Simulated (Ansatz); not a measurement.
YAl$_{3}$:
```
CELL_PARAMETERS angstrom
      6.31656     0.00000     0.00000
     -3.15828     5.47030     0.00000
      0.00000     0.00000     4.54195
ATOMIC_POSITIONS crystal
  Y  0.33333 0.66667 0.75000
  Y  0.66667 0.33333 0.25000
  Al 0.14499 0.28997 0.25000
  Al 0.85501 0.71003 0.75000
  Al 0.85501 0.14499 0.75000
  Al 0.14499 0.85501 0.25000
  Al 0.71003 0.85501 0.25000
  Al 0.28997 0.14499 0.75000
```

Relaxed with r²SCAN.

**Question.** Map the electron localisation function on the plane through (0.333, 0.667, 0.750) spanned by u = [1, 1, 0] and v = [1, -1, 0] in lattice vectors, from the program Ansatz at the r²SCAN level (PAW).

**Answer.** x is the fraction of u, y of v (the angle between them is 90°; rows are the nearest grid lines); atoms in the plane: Y at (0.00, 0.00), Y at (0.50, 0.50), Al at (0.28, 0.24), Al at (0.78, 0.74), Al at (0.00, 0.52), Al at (0.50, 0.02), Al at (0.22, 0.74), Al at (0.72, 0.24).
```
y \ x   0.000  0.0938  0.188  0.281  0.375  0.469  0.531  0.625  0.719  0.812  0.906   1.00
------  -----  ------  -----  -----  -----  -----  -----  -----  -----  -----  -----  -----
1.00    0.316   0.853  0.148  0.441  0.455  0.119  0.119  0.455  0.441  0.148  0.853  0.316
0.925   0.766   0.473  0.070  0.398  0.682  0.747  0.747  0.682  0.398  0.070  0.473  0.766
0.850   0.326   0.434  0.594  0.685  0.587  0.445  0.445  0.587  0.685  0.594  0.434  0.326
0.775   0.695   0.551  0.018  0.092  0.746  0.552  0.552  0.746  0.092  0.018  0.551  0.695
0.700   0.674   0.519  0.019  0.088  0.678  0.516  0.516  0.678  0.088  0.019  0.519  0.674
0.625   0.653   0.690  0.691  0.582  0.215  0.068  0.068  0.215  0.582  0.691  0.690  0.653
0.550   0.111   0.205  0.622  0.164  0.544  0.855  0.855  0.544  0.164  0.622  0.205  0.111
0.450   0.536   0.706  0.554  0.083  0.608  0.849  0.849  0.608  0.083  0.554  0.706  0.536
0.375   0.535   0.547  0.568  0.485  0.215  0.107  0.107  0.215  0.485  0.568  0.547  0.535
0.300   0.464   0.662  0.680  0.213  0.530  0.663  0.663  0.530  0.213  0.680  0.662  0.464
0.225   0.548   0.716  0.155  0.191  0.090  0.679  0.679  0.090  0.191  0.155  0.716  0.548
0.150   0.147   0.344  0.597  0.630  0.682  0.671  0.671  0.682  0.630  0.597  0.344  0.147
0.0750  0.800   0.452  0.134  0.585  0.641  0.104  0.104  0.641  0.585  0.134  0.452  0.800
0.000   0.316   0.853  0.148  0.441  0.455  0.119  0.119  0.455  0.441  0.148  0.853  0.316
```

The density is the valence pseudo-density with augmentation charge, so density and ELF within about 1 Å of a nucleus are not all-electron values.

Space group P6_3/mmc. The workflow started from a Materials Project entry (that database holds measured and hypothetical structures alike); the Crystallography Open Database copy checked does not list it. Its standing as an ambient phase is unchecked. Symmetry was held in the r²SCAN relaxation; of distortions, only those at the zone centre were tested. No spin polarisation was allowed.

Potentials: the later of the program's two PAW sets.
